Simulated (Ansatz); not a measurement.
The start is a generated cell, Cu placed in the fcc structure type. The cell and all atomic positions are relaxed at zero pressure with PBEsol (plane waves to 420 eV, PAW, scalar-relativistic; Ansatz, a program for electronic structure). First-step values are on the input's coarse k-mesh.

Ansatz input (later rounds restart from its end on a renewed k-mesh):
Ansatz 0.2 input:
```yaml
crystal:
  lattice:
    - [0, 1.805, 1.805]
    - [1.805, 0, 1.805]
    - [1.805, 1.805, 0]
  atoms:
    - { symbol: Cu, position: [0, 0, 0] }
basis: { ecutwfc: 420, ecutrho_ratio: 4, xc_grid: 2, fft_grid_basis: typed }
kpoints: { mp_grid: { grid: [15, 15, 15] } }
hamiltonian:
  xc: pbesol
  dispersion: none
  pseudopotentials: { kind: paw }
scf: { occupations: { method: fermi_dirac, width: 0.05 } }
relax: { f_tol: 0.01, max_steps: 100, cell: { stress_tol: 0.02 } }
output: { forces: true, stress: true }
```

**Question.** How does the volume change?

**Answer.** -3.8 %, from 11.76 to 11.32 Å³/atom.

**Question.** Write out the relaxed structure.

**Answer.** 
```cif
data_Cu4
_chemical_formula_sum 'Cu4'
_space_group_name_H-M_alt 'Fm-3m'
_space_group_IT_number 225
_space_group_name_Hall '-F 4 2 3'
_cell_length_a 3.56378
_cell_length_b 3.56378
_cell_length_c 3.56378
_cell_angle_alpha 90.000
_cell_angle_beta 90.000
_cell_angle_gamma 90.000
loop_
_atom_site_label
_atom_site_type_symbol
_atom_site_symmetry_multiplicity
_atom_site_Wyckoff_symbol
_atom_site_fract_x
_atom_site_fract_y
_atom_site_fract_z
_atom_site_occupancy
Cu1 Cu 4 a 0.00000 0.00000 0.00000 1
```
(The calculation used a cell of 1 atom; values per cell refer to that cell.)

The space group stays Fm-3m (No. 225) (the run could not lower it); the end is fcc (Cu type), with 1 atom in the primitive cell. Final values are on a 22×22×22 k-mesh of the relaxed cell. No spin polarisation in the result.

The run could not lose the symmetry of its start.
